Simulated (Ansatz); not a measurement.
A bilayer cut from bulk MoS$_{2}$ (3R-MoS2 type, space group R3m), in the bulk's stacking and in-plane cell, with 15 Å of vacuum. The upper layer (atoms 4 to 6) slides over the lower.

```yaml
crystal:
  lattice:
    - [3.17521, 0.00000, 0.00000]
    - [1.58761, 2.74982, 0.00000]
    - [0.00000, 0.00000, 24.30410]
  atoms:
    - { symbol: S, position: [0.49998, 0.49998, 0.30859] }
    - { symbol: Mo, position: [0.83331, 0.83331, 0.37257] }
    - { symbol: S, position: [0.49998, 0.49998, 0.43652] }
    - { symbol: S, position: [0.16665, 0.16665, 0.56348] }
    - { symbol: Mo, position: [0.49998, 0.49998, 0.62746] }
    - { symbol: S, position: [0.16665, 0.16665, 0.69141] }
```

In-plane vectors a = (3.175, 0.000) Å, b = (1.588, 2.750) Å, area 8.73 Å². The shift is s times the vector a (length 3.175 Å), so s = 1 restores the start. Atoms relax along the normal only. γ = [E(shift) − E(0)] / area.

Computed with r2SCAN+rVV10 (plane waves to 500 eV, PAW, scalar-relativistic; Ansatz, a program for electronic structure). k mesh 12×12×1 (Γ-centred), Fermi-Dirac smearing 0.05 eV. E is the zero-smearing estimate. MoS2 is run without spin polarisation. MoS2 was relaxed with its symmetry unable to fall. This is one of several known forms of MoS2; the measured ambient cells at hand have space group No. 194. γ is measured from zero shift.

The scan covers s from 0.000 to 0.917 in 12 points.

### Question
Does γ have a local minimum between the ends of the line, and at which s?

### Answer
No computed point is one.

### Question
At which s is γ highest?

### Answer
s = 0.500.

### Question
By how much does the gap between the layers widen from the lowest to the highest stacking on this line?

### Answer
0.4 Å.

### Question
What is the highest γ among twelve even steps of s?

### Answer
80 mJ/m².

### Question
Which atoms are eclipsed at s = 0.500?

### Answer
No atom directly above another.

(The slope of γ gives the shear force per area between the displaced halves; near zero shift its curvature is an elastic stiffness.)
